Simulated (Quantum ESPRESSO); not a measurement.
# Computed records: Be2CuRuRh4 (simulated cell), BeCu6Ru (simulated cell)

Calculation on a made-up metal alloy cell, not a measurement: no spin or spin-orbit, unrelaxed, 2900 K smearing, stress positive in tension, cell energy less fitted offsets; periodic Kohn-Sham density functional theory in plane waves with PseudoDojo standard norm-conserving scalar-relativistic pseudopotentials, each functional with its own files (v0.5 for PBE, v0.4.1 for LDA and PBEsol), eight atoms on drawn sites of a strained close-packed or body-centred lattice, each displaced and held fixed; the energy is the cell's free energy, ions and the entropy term -TS included, at the stated Fermi-Dirac width, less a fixed offset for each atom's element (shifted free energy); compositions with an open d shell lost a parallel starting moment in a cheaper test run, and other magnetic orders were not tried; an error bar is the largest change of its kind in a tighter rerun, never given below 0.002 eV, 0.02 GPa or 0.003 eV/angstrom, and covers cutoff and k-mesh only, not smearing or the files. Program: Quantum ESPRESSO 7.5.

Common to all runs: functional pbe; cutoff 1252 eV; fermi dirac smearing 0.25 eV; electrons removed 0; run command mpirun -np 4 pw.x -nk 4 -in in.

Notes on all entries: the beryllium pseudopotential is less sure than most, with forces differing by about two percent and pressure by one to two GPa from a second method on plain beryllium; the copper pseudopotential is less sure than most, with forces differing by about three percent and pressure by about two GPa from a second method on plain copper; a spin test at this wide smearing found no moment, but such smearing suppresses magnetism that the real alloy may have; lattice, volume and sites are drawn at random and may be unstable or far from any real phase; energies are for the whole cell, less offsets fitted to these runs, so they are not formation energies.

(1) 
```cif
# cell vector a (Å): 0.0149 3.7641 -0.0045
# cell vector b (Å): -3.7830 -0.0106 -3.7616
# cell vector c (Å): -3.8189 -0.0194 3.7976
data_Be2CuRuRh4
_symmetry_space_group_name_H-M 'P 1'
_symmetry_Int_Tables_number 1
_cell_length_a 3.7641
_cell_length_b 5.3349
_cell_length_c 5.3857
_cell_angle_alpha 89.677
_cell_angle_beta 90.416
_cell_angle_gamma 90.226
_cell_volume 108.15
loop_
_atom_site_label
_atom_site_type_symbol
_atom_site_fract_x
_atom_site_fract_y
_atom_site_fract_z
_atom_site_occupancy
Rh1 Rh 0.01717 0.99299 0.02091 1
Be1 Be 0.95903 0.01331 0.48635 1
Rh2 Rh 0.97982 0.51382 0.00416 1
Rh3 Rh 0.02110 0.50245 0.50563 1
Be2 Be 0.49713 0.25557 0.25450 1
Cu1 Cu 0.49603 0.26689 0.74183 1
Rh4 Rh 0.47139 0.78193 0.24656 1
Ru1 Ru 0.49331 0.71741 0.77194 1
_calc_lattice_type 'face-centred cubic'
_calc_run_processor 'Intel Xeon, 2023 or later, virtual cores'
_calc_k_mesh '6 x 5 x 4 shifted half a step off Gamma on each axis'
_calc_entropy_term_negative_ts -1.564  # eV
_calc_pressure -3  # GPa
_calc_stress_xx 8.52  # GPa
_calc_stress_yy 0.11  # GPa
_calc_stress_zz 0.38  # GPa
_calc_stress_yz -5.15  # GPa
_calc_stress_xz -0.48  # GPa
_calc_stress_xy 1.6  # GPa
_calc_shifted_free_energy 0.218  # eV
```

Atoms:
```
atoms element  atom site  atom energy offset (eV)
           Rh          1                 -3191.96
           Be          2                  -379.28
           Rh          3                 -3191.96
           Rh          4                 -3191.96
           Be          5                  -379.28
           Cu          6                 -5159.25
           Rh          7                 -3191.96
           Ru          8                 -2750.51
```

Forces:
```
site  x (eV/Å)  y (eV/Å)  z (eV/Å)
   1    -0.973    -1.764    -2.775
   2    -0.042     0.198     0.201
   3     0.634     0.274     1.755
   4     0.773    -0.942    -0.187
   5     0.052    -0.032    -0.079
   6     1.334     0.225     1.453
   7    -1.065     1.929     2.103
   8    -0.712     0.113    -2.471
```

Notes: error bars: energy 0.0027 eV, stress 0.09 GPa, force 0.0064 eV/Å, from a tighter rerun of a related cell, whose elements or sites may differ; 18 SCF iterations, 169 s of wall time on a shared machine.

(2) 
```cif
# cell vector a (Å): -2.5718 0.0000 0.0000
# cell vector b (Å): 0.0000 0.0000 -4.1079
# cell vector c (Å): 0.0000 -8.9091 0.0000
data_BeCu6Ru
_symmetry_space_group_name_H-M 'P 1'
_symmetry_Int_Tables_number 1
_cell_length_a 2.5718
_cell_length_b 4.1079
_cell_length_c 8.9091
_cell_angle_alpha 90.000
_cell_angle_beta 90.000
_cell_angle_gamma 90.000
_cell_volume 94.12
loop_
_atom_site_label
_atom_site_type_symbol
_atom_site_fract_x
_atom_site_fract_y
_atom_site_fract_z
_atom_site_occupancy
Cu1 Cu 0.98324 0.96818 0.99078 1
Ru1 Ru 0.94467 0.98530 0.50553 1
Cu2 Cu 0.93437 0.51476 0.32111 1
Cu3 Cu 0.02823 0.52509 0.83942 1
Cu4 Cu 0.53643 0.95144 0.25104 1
Be1 Be 0.51427 0.01512 0.75871 1
Cu5 Cu 0.51287 0.50564 0.08159 1
Cu6 Cu 0.50684 0.49485 0.58236 1
_calc_lattice_type 'hexagonal close-packed'
_calc_run_processor 'Intel Xeon, older, virtual cores'
_calc_k_mesh '9 x 6 x 3 shifted half a step off Gamma on each axis'
_calc_entropy_term_negative_ts -0.87  # eV
_calc_pressure 7.07  # GPa
_calc_stress_xx -3.98  # GPa
_calc_stress_yy -3.58  # GPa
_calc_stress_zz -13.65  # GPa
_calc_stress_yz -0.91  # GPa
_calc_stress_xz 1.85  # GPa
_calc_stress_xy -1.12  # GPa
_calc_shifted_free_energy -0.814  # eV
```

Atoms:
```
atoms element  atom site  atom energy offset (eV)
           Cu          1                 -5159.25
           Ru          2                 -2750.51
           Cu          3                 -5159.25
           Cu          4                 -5159.25
           Cu          5                 -5159.25
           Be          6                  -379.28
           Cu          7                 -5159.25
           Cu          8                 -5159.25
```

Forces:
```
site  x (eV/Å)  y (eV/Å)  z (eV/Å)
   1    -0.222    -0.327    -1.872
   2    -1.074    -0.876    -0.959
   3    -1.281    -0.926     2.793
   4     0.065     1.153     1.161
   5     1.336     0.954    -2.957
   6     0.102     0.454     0.032
   7     0.385     0.326     1.371
   8      0.69    -0.759     0.431
```

Notes: error bars: energy 0.011 eV, stress 0.21 GPa, force 0.0035 eV/Å, from a tighter rerun of a related cell, whose elements or sites may differ; 18 SCF iterations, 434 s of wall time on a shared machine.

(3) 
```cif
# cell vector a (Å): -2.5718 0.0000 0.0000
# cell vector b (Å): 0.0000 0.0000 -4.1079
# cell vector c (Å): 0.0000 -8.9091 0.0000
data_BeCu6Ru
_symmetry_space_group_name_H-M 'P 1'
_symmetry_Int_Tables_number 1
_cell_length_a 2.5718
_cell_length_b 4.1079
_cell_length_c 8.9091
_cell_angle_alpha 90.000
_cell_angle_beta 90.000
_cell_angle_gamma 90.000
_cell_volume 94.12
loop_
_atom_site_label
_atom_site_type_symbol
_atom_site_fract_x
_atom_site_fract_y
_atom_site_fract_z
_atom_site_occupancy
Cu1 Cu 0.98324 0.96818 0.99078 1
Cu2 Cu 0.94467 0.98530 0.50553 1
Ru1 Ru 0.93437 0.51476 0.32111 1
Cu3 Cu 0.02823 0.52509 0.83942 1
Cu4 Cu 0.53643 0.95144 0.25104 1
Be1 Be 0.51427 0.01512 0.75871 1
Cu5 Cu 0.51287 0.50564 0.08159 1
Cu6 Cu 0.50684 0.49485 0.58236 1
_calc_lattice_type 'hexagonal close-packed'
_calc_run_processor 'Intel Xeon, older, virtual cores'
_calc_k_mesh '9 x 6 x 3 shifted half a step off Gamma on each axis'
_calc_entropy_term_negative_ts -0.864  # eV
_calc_pressure 10.09  # GPa
_calc_stress_xx -6.57  # GPa
_calc_stress_yy -7.78  # GPa
_calc_stress_zz -15.91  # GPa
_calc_stress_yz 0.58  # GPa
_calc_stress_xz 3.46  # GPa
_calc_stress_xy -2.44  # GPa
_calc_shifted_free_energy -0.295  # eV
```

Atoms:
```
atoms element  atom site  atom energy offset (eV)
           Cu          1                 -5159.25
           Cu          2                 -5159.25
           Ru          3                 -2750.51
           Cu          4                 -5159.25
           Cu          5                 -5159.25
           Be          6                  -379.28
           Cu          7                 -5159.25
           Cu          8                 -5159.25
```

Forces:
```
site  x (eV/Å)  y (eV/Å)  z (eV/Å)
   1    -0.216    -0.216    -1.891
   2    -0.593    -0.605    -0.723
   3     -2.33    -2.079     4.495
   4      0.07     1.323     1.181
   5     1.836      1.09    -4.776
   6     0.075     0.175    -0.018
   7     0.654     1.088     1.468
   8     0.504    -0.774     0.264
```

Notes: error bars: energy 0.011 eV, stress 0.21 GPa, force 0.0035 eV/Å, from a tighter rerun of a related cell, whose elements or sites may differ; 19 SCF iterations, 456 s of wall time on a shared machine.

(4) 
```cif
# cell vector a (Å): -2.5718 0.0000 0.0000
# cell vector b (Å): 0.0000 0.0000 -4.1079
# cell vector c (Å): 0.0000 -8.9091 0.0000
data_BeCu6Ru
_symmetry_space_group_name_H-M 'P 1'
_symmetry_Int_Tables_number 1
_cell_length_a 2.5718
_cell_length_b 4.1079
_cell_length_c 8.9091
_cell_angle_alpha 90.000
_cell_angle_beta 90.000
_cell_angle_gamma 90.000
_cell_volume 94.12
loop_
_atom_site_label
_atom_site_type_symbol
_atom_site_fract_x
_atom_site_fract_y
_atom_site_fract_z
_atom_site_occupancy
Cu1 Cu 0.98324 0.96818 0.99078 1
Cu2 Cu 0.94467 0.98530 0.50553 1
Cu3 Cu 0.93437 0.51476 0.32111 1
Ru1 Ru 0.02823 0.52509 0.83942 1
Cu4 Cu 0.53643 0.95144 0.25104 1
Be1 Be 0.51427 0.01512 0.75871 1
Cu5 Cu 0.51287 0.50564 0.08159 1
Cu6 Cu 0.50684 0.49485 0.58236 1
_calc_lattice_type 'hexagonal close-packed'
_calc_run_processor 'Intel Xeon, older, virtual cores'
_calc_k_mesh '9 x 6 x 3 shifted half a step off Gamma on each axis'
_calc_entropy_term_negative_ts -0.841  # eV
_calc_pressure 7.74  # GPa
_calc_stress_xx -4.91  # GPa
_calc_stress_yy -7.82  # GPa
_calc_stress_zz -10.49  # GPa
_calc_stress_yz -2.69  # GPa
_calc_stress_xz 2.21  # GPa
_calc_stress_xy -0.8  # GPa
_calc_shifted_free_energy -0.946  # eV
```

Atoms:
```
atoms element  atom site  atom energy offset (eV)
           Cu          1                 -5159.25
           Cu          2                 -5159.25
           Cu          3                 -5159.25
           Ru          4                 -2750.51
           Cu          5                 -5159.25
           Be          6                  -379.28
           Cu          7                 -5159.25
           Cu          8                 -5159.25
```

Forces:
```
site  x (eV/Å)  y (eV/Å)  z (eV/Å)
   1    -0.126    -1.259    -2.885
   2    -0.612    -0.144    -0.459
   3    -1.336    -1.317     2.498
   4     0.105     2.672     2.132
   5     1.175     0.369    -2.902
   6     0.043     0.174    -0.058
   7     0.371    -0.471     1.433
   8     0.379    -0.024     0.241
```

Notes: error bars: energy 0.011 eV, stress 0.21 GPa, force 0.0035 eV/Å, from a tighter rerun of a related cell, whose elements or sites may differ; 18 SCF iterations, 433 s of wall time on a shared machine.

(5) 
```cif
# cell vector a (Å): -2.5718 0.0000 0.0000
# cell vector b (Å): 0.0000 0.0000 -4.1079
# cell vector c (Å): 0.0000 -8.9091 0.0000
data_BeCu6Ru
_symmetry_space_group_name_H-M 'P 1'
_symmetry_Int_Tables_number 1
_cell_length_a 2.5718
_cell_length_b 4.1079
_cell_length_c 8.9091
_cell_angle_alpha 90.000
_cell_angle_beta 90.000
_cell_angle_gamma 90.000
_cell_volume 94.12
loop_
_atom_site_label
_atom_site_type_symbol
_atom_site_fract_x
_atom_site_fract_y
_atom_site_fract_z
_atom_site_occupancy
Cu1 Cu 0.98324 0.96818 0.99078 1
Cu2 Cu 0.94467 0.98530 0.50553 1
Cu3 Cu 0.93437 0.51476 0.32111 1
Cu4 Cu 0.02823 0.52509 0.83942 1
Ru1 Ru 0.53643 0.95144 0.25104 1
Be1 Be 0.51427 0.01512 0.75871 1
Cu5 Cu 0.51287 0.50564 0.08159 1
Cu6 Cu 0.50684 0.49485 0.58236 1
_calc_lattice_type 'hexagonal close-packed'
_calc_run_processor 'Intel Xeon, older, virtual cores'
_calc_k_mesh '9 x 6 x 3 shifted half a step off Gamma on each axis'
_calc_entropy_term_negative_ts -0.878  # eV
_calc_pressure 9.95  # GPa
_calc_stress_xx -5.69  # GPa
_calc_stress_yy -6.87  # GPa
_calc_stress_zz -17.3  # GPa
_calc_stress_yz -0.41  # GPa
_calc_stress_xz 3.33  # GPa
_calc_stress_xy -2.36  # GPa
_calc_shifted_free_energy -0.245  # eV
```

Atoms:
```
atoms element  atom site  atom energy offset (eV)
           Cu          1                 -5159.25
           Cu          2                 -5159.25
           Cu          3                 -5159.25
           Cu          4                 -5159.25
           Ru          5                 -2750.51
           Be          6                  -379.28
           Cu          7                 -5159.25
           Cu          8                 -5159.25
```

Forces:
```
site  x (eV/Å)  y (eV/Å)  z (eV/Å)
   1    -0.288     0.023    -1.941
   2    -0.808    -0.708     -0.55
   3    -1.955    -1.945     4.309
   4     0.053     1.385     1.175
   5     2.086     0.612    -5.284
   6     0.084      0.27    -0.013
   7     0.409     0.872     2.047
   8     0.421    -0.509     0.258
```

Notes: error bars: energy 0.011 eV, stress 0.21 GPa, force 0.0035 eV/Å, from a tighter rerun of this cell; 19 SCF iterations, 464 s of wall time on a shared machine.
